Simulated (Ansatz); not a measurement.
**Energy against total moment in Si3NiO8**

Si3NiO8 is taken as a cell of a measured crystal with one cation replaced (not relaxed), 12 atoms in the cell. One Si of COD entry 9016249 is replaced by Ni, with no charge compensation. Forces or pressure are large, so the cell is far from its computed equilibrium.

```
Si Ni O
1.0
     4.59900    0.00000    0.00000
     0.00000    4.59900    0.00000
     0.00000    0.00000    6.13000
Si Ni O
3 1 8
Cartesian
  1.5618 1.5618 0.0000
  0.7377 3.8613 1.5325
  3.0372 3.0372 3.0650
  3.8613 0.7377 4.5975
  1.0293 0.8278 1.3265
  1.4717 3.3288 2.8590
  3.5697 3.7712 4.3915
  3.1273 1.2702 5.9240
  3.3288 1.4717 3.2710
  3.7712 3.5697 1.7385
  1.2702 3.1273 0.2060
  0.8278 1.0293 4.8035
```

Site labels below count the atoms in this order, from 1.

All numbers below come from Ansatz development build ahead of 0.2.0, DFT, r2SCAN, PAW, plane waves, scalar-relativistic.

| Setting | Value |
| --- | --- |
| Plane-wave cutoff | 500 eV |
| k-point mesh | 3×3×2 (Γ-centred) |
| Occupations | Fermi–Dirac smearing, 0.05 eV |
| Valence electrons | 78 |

Moments by site are taken inside atomic spheres; the rest lies between them.

A semilocal functional without U tends to delocalise d and f electrons, and can give a metal where the real compound is an insulator.

For a metal this mesh leaves errors of several meV/atom.

The total moment of the cell is held fixed (separate Fermi levels for the two spins), shared at the start among the Ni atoms with one sign; no search for lower states follows. Energies are free energies per cell above the lowest run, the runs with a free moment included. Each row is one local solution, which need not be the lowest state at that M. The run at M = 0 starts without moments and gives the spin-unpolarised solution. The cell holds one magnetic atom, so only parallel order fits; orders in a larger cell may lie lower. The program warns that the SCF threshold is loose for stress, so pressures can be off by 0.1 GPa or more.

The run at M = 1.65 μB took 24 s on 4 threads of Arm Neoverse V1 (shared host), peak memory 0.69 GiB.

```csv
fixed M (μB/cell),F − F(lowest) (meV/cell),moments of Ni4 O7 O8 O9 O12 (μB),absolute moment (μB),pressure (GPa)
0.00,654,0.00 0.00 0.00 0.00 0.00,0.00,25.2
0.41,270,0.27 0.05 -0.01 -0.01 0.05,1.56,25.5
0.82,310,0.51 0.08 0.02 0.02 0.08,1.44,25.4
1.23,276,0.75 0.10 0.04 0.04 0.10,1.51,25.4
1.65,155,1.00 0.11 0.09 0.09 0.11,1.78,25.5
2.06,4,1.23 0.13 0.12 0.12 0.13,2.12,25.7
2.47,50,1.41 0.17 0.16 0.16 0.17,2.51,26.1
2.88,78,1.59 0.20 0.21 0.21 0.20,2.92,26.6
3.29,81,1.76 0.24 0.25 0.25 0.24,3.34,27.1
```

The lowest fixed-moment run is the one at M = 2.06 μB (4 meV). With the constraint released: “usual moment, free total moment [Ni4 2.00 μB]” ends at 2.00 μB, 0 meV; “usual moment scaled by 0.1, free total moment [Ni4 0.20 μB]” ends at 2.00 μB, 0 meV. At M = 0.41 μB the absolute moment far exceeds M, as opposite spins partly cancel within or between atoms, so the M = 0 row needn't join the others. The rows don't fall on one smooth curve: runs end on different branches of solutions, so neighbouring rows can't be interpolated.
